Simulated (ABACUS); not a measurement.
**Sensitivity of a calculation on Ge₂Mo (I4/mmm, 3 atoms in the cell; from Materials Project mp-10201) to its settings**

```yaml
crystal:
  lattice:
    - [-1.66010, 1.66010, 4.09319]
    - [1.66010, -1.66010, 4.09319]
    - [1.66010, 1.66010, -4.09319]
  atoms:
    - { symbol: Ge, position: [0.66167, 0.66167, 0.00000] }
    - { symbol: Ge, position: [0.33833, 0.33833, 0.00000] }
    - { symbol: Mo, position: [0.00000, 0.00000, 0.00000] }
```

Base run A: ABACUS 3.10.1 with LDA (PW92), PseudoDojo 0.4 standard norm-conserving LDA (tails mended) pseudopotentials, self-consistent single point.

Its settings: KPT = Gamma 7 7 7 0 0 0; basis_type = pw; dft_functional = PWLDA; ecutwfc = 80 Ry; smearing_method = mv; smearing_sigma = 0.0146997 Ry; potentials = PseudoDojo 0.4 standard norm-conserving LDA (tails mended); symmetry = 1; ks_solver = cg; scf_nmax = 100; scf_thr = 1.0e-09 Ry; mixing_type = broyden; mixing_beta = 0.4.

The structure comes from a collection of computed structures, made at another level of theory; the collection holds predicted forms beside known ones. No clean gap shows at this smearing width and mesh (spacing up to 0.38 Å⁻¹); the mesh is coarse for partly filled bands, so the values carry mesh errors.

ΔF is the free energy per atom less that of run A. 

```csv
run,change,ΔF (meV/atom),pressure (GPa),largest force (eV/Å),k-points,rough cost (cheapest run = 1)
A,base,0.00,-5.88,0.059,40,5
B,volume scaled by 1.02,14.0,-8.96,0.116,40,4
C,smearing_sigma: 0.0146997 Ry → 0.0220496 Ry,0.83,-5.85,0.039,40,4
D,scf_thr: 1.0e-09 Ry → 7.3e-08 Ry,0.00,-5.85,0.079,40,3
E,lattice scaled by 0.97,22.0,12.82,0.253,40,2
F,ks_solver: cg → dav_subspace; pw_diag_ndim: default → 2,0.00,-5.89,0.056,40,1
G,scf_nmax: 100 → 200; mixing_ndim: default → 1,0.00,-5.89,0.059,40,4
H,symmetry: 1 → 0,0.00,-5.88,0.059,172,10
```

Run C against A: The free energy hardly moves (within 1 meV/atom), the pressure hardly changes (-5.88 to -5.85 GPa) and the largest force goes from 0.059 to 0.039 eV/Å.

Run E against A: The free energy goes up by 22.0 meV/atom, the pressure goes from -5.88 to 12.82 GPa and the largest force goes from 0.059 to 0.253 eV/Å.

Run G against A: The free energy hardly moves (within 1 meV/atom), the pressure moves little (-5.88 to -5.89 GPa) and the largest force stays at 0.059 eV/Å.

Small differences between rows can be mesh errors.

“Tails mended”: in these copies of the files the far tail of each local potential was reset to the Coulomb form.
